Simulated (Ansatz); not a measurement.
Input and command of a plane-wave DFT calculation in Ansatz:

```yaml
crystal:
  lattice:
    - [5.464875, 0.0, 0.0]
    - [0.0, 5.464875, 0.0]
    - [0.0, 0.0, 5.88525]
  atoms:
    - { symbol: Cs, position: [0.0, 0.0, 0.0] }
    - { symbol: Pb, position: [0.5, 0.5, 0.5] }
    - { symbol: Cl, position: [0.0, 0.5, 0.5] }
    - { symbol: Cl, position: [0.5, 0.0, 0.5] }
    - { symbol: Cl, position: [0.5, 0.5, 0.0] }
basis:
  ecutwfc: 420
kpoints:
  mp_grid: { grid: [6, 6, 6] }
hamiltonian:
  xc: pbesol
scf:
  occupations: { method: gaussian, width: 0.05 }
output:
  forces: true
  stress: true
  eigenvalues: true
  write_density: true
  write_potential: true
  elf: true
  volumetric_format: npy
```

```bash
ansatz run input.yaml --threads 1 --pin off --max-ram 2560MiB --backend cpu --events-out ev --progress --plain --runs-dir out
```

Processor: Arm Neoverse V1, 1 thread, on a host shared with other jobs.

**Question.** Estimate time, memory and problem size.

**Answer.** About 19 s on 1 thread of Arm Neoverse V1, with other jobs on the host, peak memory 0.47 GiB. It solves 27 bands at 40 k points (the mesh reduced by symmetry) with about 3455 plane waves, in 6 SCF iterations.
